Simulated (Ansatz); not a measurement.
TaCuN2: the gap against volume

TaCuN2, R-3m, a = 3.122 Å, c = 17.343 Å. The structure is a COD entry; whether it is the stable form wasn't checked. Ansatz: PBEsol, PAW, 420 eV, Γ-centred 12×12×12 mesh on 4 atoms, Gaussian smearing 0.02 eV; no spin polarisation. Shape and atoms are relaxed at each volume; x = ln(V/V0) with V0 = 12.196 Å³/atom. The gap is read at the mesh points alone.

| x | gap y (eV) |
| --- | --- |
| -0.0619 | ? |
| -0.0305 | 0.297 |
| 0.0000 | 0.374 |
| 0.0296 | 0.439 |
| 0.0583 | 0.495 |

Problem. Fit a straight line to the other rows, give the volume deformation potential of the gap and its pressure coefficient, and predict the missing gap. B0 = 216.8 GPa.

Solution. Means x = 0.01435, y = 0.40125; Σ(Δx)² = 0.004382, ΣΔxΔy = 0.009763; the slope is their ratio. y = 0.3693 + 2.228 x. The slope is the deformation potential a = dE_g/d ln V = 2.23 eV, and dE_g/dP = −a/B0 = -10.3 meV/GPa. With a term in x² added, the coefficient of x becomes 2.362, 6 % more, which shows how far this figure hangs on the form. At x = -0.0619 the fit asked for gives 0.231 eV. The run gave 0.210 eV, so the fit is 0.021 eV too high, 7.4 % of the span of the series, against an rms of 0.004 eV on the fitted rows. The row lies outside the fitted range. With a term in x² added, a fit to the same known rows predicts 0.209 eV, so most of the miss is curvature that the known rows already hold.

Spin-orbit coupling is left out, which matters for the bands of heavy elements. Semilocal functionals give gaps under the measured ones; changes of the gap mostly carry over better.